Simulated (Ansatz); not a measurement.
Equation of state of La

```cif
data_structure
_symmetry_space_group_name_H-M 'P6_3/mmc'
_symmetry_Int_Tables_number 194
_cell_length_a 3.7831
_cell_length_b 3.7831
_cell_length_c 6.0761
_cell_angle_alpha 90.000
_cell_angle_beta 90.000
_cell_angle_gamma 120.000
_cell_volume 75.31
loop_
_atom_site_label
_atom_site_type_symbol
_atom_site_symmetry_multiplicity
_atom_site_Wyckoff_symbol
_atom_site_fract_x
_atom_site_fract_y
_atom_site_fract_z
_atom_site_occupancy
La1 La 2 c 0.33333 0.66667 0.25000 1
```

The runs use the primitive cell with vectors (3.783, 0.000, 0.000), (-1.892, 3.276, 0.000), (0.000, 0.000, 6.076) Å, to which the k mesh refers.

The structure comes from a relaxation in the same program, started in the hcp type, and has space group P6_3/mmc. Whether it is a known phase or the ground state wasn't checked.

Spin–orbit coupling is left out, though it moves levels of the heavy atoms by tenths of an eV or more.

Levels of theory: DFT, PBE, all-electron LAPW, scalar-relativistic (Ansatz 0.2.0); DFT, PBE, PAW with Ansatz's default frozen-core files, scalar-relativistic (Ansatz 0.2.0).

For LAPW: a Γ-centred 12×12×7 k mesh, Fermi–Dirac smearing of 0.05 eV, basis error target 1 meV/atom, no spin polarisation. PAW takes a cutoff of 420 eV at this cell. The Ansatz runs share mesh, smearing and spin set-up. Plane-wave (PAW) pressures include the program's estimate of the Pulay term.

The cell above is scaled evenly, with fractional coordinates and shape held.

**Question.** Estimate the equilibrium volume and bulk modulus that all-electron LAPW gives for this fixed shape.

**Answer.** V0 = 37.72 Å³/atom, B0 = 26 GPa, B0′ = 2.0, from a third-order Birch–Murnaghan fit to these pressures:
```csv
V/V(cell),V (Å³/atom),"P, LAPW (GPa)","P, PAW (GPa)","free energy over the lowest listed, PAW (meV/atom)"
0.9405,35.414,1.74,1.71,11.7
0.9800,36.901,0.59,0.55,1.3
1.0000,37.654,0.04,0.02,0.0
1.0200,38.407,-0.46,-0.49,1.1
1.0600,39.913,-1.38,-1.41,10.2
```

PAW's V0 lies -0.11 % from the all-electron value and its B0 -0.1 %. With shape and internal coordinates held, B0 is an upper bound to the relaxed modulus.
